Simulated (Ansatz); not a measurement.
BaTiAs2O8:
```xyz
12
Lattice="4.1868 2.7220 0.0000 -4.1868 2.7220 0.0000 -0.6056 0.0000 7.7966" Properties=species:S:1:pos:R:3 pbc="T T T"
Ba    -0.3028     0.0000     3.8983
Ti     0.0000     0.0000     0.0000
As    -1.2110     2.7220     1.6001
As     0.6054     2.7220     6.1964
O     -1.8200     2.7220     3.1434
O      1.2145     2.7220     4.6531
O     -0.2221     4.0954     1.4230
O     -0.3834     1.3486     6.3735
O     -0.3834     4.0954     6.3735
O     -0.2221     1.3486     1.4230
O     -2.3202     2.7220     0.3375
O      1.7146     2.7220     7.4591
```

The program Ansatz at the r²SCAN level (PAW) gives a gap of 3.04 eV without spin–orbit coupling, maximum at Y2, minimum at M2.

Question: What happens when spin–orbit coupling is switched on?

Answer: The gap hardly moves, to 3.04 eV; maximum at Y2, minimum at M2.

Question: Give the electron effective mass with spin–orbit coupling.

Answer: 0.81, 1.5, 11 mₑ (principal values).

Question: Give the hole effective mass with spin–orbit coupling.

Answer: 1.7, 1.9, 28 mₑ (principal values).

Space group C2/m. The first step of the workflow began from a Materials Project structure, measured or hypothetical; the Crystallography Open Database copy checked does not list it. Whether it is the stable phase at ambient conditions was not checked. Symmetry was held in the r²SCAN relaxation; whether a distortion lowers the energy is not shown. The run is not spin-polarised.

Potentials: the later of the program's two PAW sets.
